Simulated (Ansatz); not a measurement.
# Mo₂C₃, before and after

Recipe of this trial structure of Mo₂C₃: random cell by space group and Wyckoff sites (P4/mmm, No. 123). Lengths were set from tabulated atomic sizes, so they are only a guess.

POSCAR.start

```
Mo C
1.0
     3.55949    0.00000    0.00000
     0.00000    3.55949    0.00000
     0.00000    0.00000    5.66816
Mo C
2 3
Cartesian
  1.7797 1.7797 4.3958
  1.7797 1.7797 1.2723
  0.0000 0.0000 0.0000
  1.7797 0.0000 0.0000
  0.0000 1.7797 0.0000
```

The calculation used DFT PBE, scalar-relativistic, plane waves, PAW in Ansatz 0.2.0. Cutoff 420 eV, Gaussian smearing, Γ-centred meshes. Cell and atoms relax first on a coarse mesh and then on a finer one. In between, the cell is made exact in the group found at 0.06 Å. In metals the finer mesh still leaves noise of several meV/atom or more. The steps can't lower the symmetry of their start. No spin polarisation in the relaxation; trial moments died out in a coarse test.

POSCAR.end

```
Mo C
1.0
     3.42933    0.00000    0.00000
     0.00000    3.42933    0.00000
     0.00000    0.00000    5.16104
Mo C
2 3
Direct
  0.50000 0.50000 0.74411
  0.50000 0.50000 0.25589
  0.00000 0.00000 0.00000
  0.50000 0.00000 0.00000
  0.00000 0.50000 0.00000
```

The symmetry stays P4/mmm (No. 123). The volume per atom shrinks by 15.5 %, from 14.4 to 12.1 Å³. The shortest distance goes from 1.78 Å (C–C) to 1.71 Å (C–C). The energy falls by about 0.16 eV/atom (the start's value is from the coarse mesh).

For Mo₂C₃, the volume per atom is 12.14 Å³ and the density is 6.24 g/cm³. The energy over the elements is +1.88 eV/atom and the gap on the 12×12×8 mesh of the 5-atom cell is 0 eV (a metal).

Formation energies are uncorrected and refer to the elements' standard structures at the same level. The separate elements lie lower, so it is unstable against them.

The last run used Gaussian smearing of 0.10 eV. The reference form of C is held partly by dispersion forces, which this level lacks. A structure relaxed within its symmetry needn't be a true minimum. In all, the 3 runs took 2.5 min on 1 thread of Arm Neoverse N1, with other jobs on the host.
